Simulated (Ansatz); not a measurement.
This guess for In3P is about to be relaxed.

```
In P
1.0
     1.76696   -2.51302    0.00000
     1.76696    2.51302    0.00000
     0.00000    0.00000   10.05004
In P
3 1
Direct
  0.50000 0.50000 0.75072
  0.00000 0.00000 0.50000
  0.50000 0.50000 0.24928
  0.00000 0.00000 0.00000
```

Level of theory: DFT PBE, scalar-relativistic, plane waves, PAW (Ansatz 0.2.0). Cutoff 420 eV, Gaussian smearing, Γ-centred meshes. Cell and atoms relax first on a coarse mesh and then on a finer one. In between, the cell is made exact in the group found at 0.06 Å. In metals the finer mesh still leaves noise of several meV/atom or more. The steps can't lower the symmetry of their start. No spin polarisation.

A guess keeps its type if space group and coordination stay and the shape of the cell changes little (axis ratios within about 15 %, angles within 6°); the volume may change.

Question: Will the relaxed cell still be of the starting type?

Answer: It doesn't keep its type. The symmetry stays Cmmm (No. 65). The volume per atom grows by 9.5 %, from 22.3 to 24.4 Å³. The shortest distance goes from 3.07 Å (In–P) to 2.96 Å (In–P). Counting neighbours within 15 % of an atom's shortest distance, the start has In 8, P 8 and the end In 7/14, P 8. In detail, at the end In on a site of symmetry mm2 is surrounded by 4 P at 2.96–2.98 Å, 1 In at 3.14 Å and 8 In at 3.39–3.56 Å; around In on a site of symmetry mmm lie 12 In at 3.39–3.56 Å and 2 P at 3.85 Å; P has 8 In at 2.96–2.98 Å, 4 P at 3.56 Å and 2 In at 3.85 Å.

```yaml
crystal:
  lattice:
    - [2.50761, -2.52746, 0.00000]
    - [2.50761, 2.52746, 0.00000]
    - [0.00000, 0.00000, 7.70740]
  atoms:
    - { symbol: In, position: [0.50000, 0.50000, 0.79614] }
    - { symbol: In, position: [0.00000, 0.00000, 0.50000] }
    - { symbol: In, position: [0.50000, 0.50000, 0.20386] }
    - { symbol: P, position: [0.00000, 0.00000, 0.00000] }
```

Energies over the elements count from the elements' standard structures at the same level, with no fitted energy shifts. The references include black phosphorus.

Question: At what energy does it end?

Answer: +0.10 eV/atom. The separate elements lie lower, so it is unstable against them.

The last run used a 14×14×6 mesh (in the run's order of axes) for its 4-atom cell and Gaussian smearing of 0.10 eV. The reference form of P is held partly by dispersion forces, which this level lacks. Symmetry constrained the relaxation, so the result can be a saddle point.

In counts of neighbours, a slash parts the counts of unlike sites.
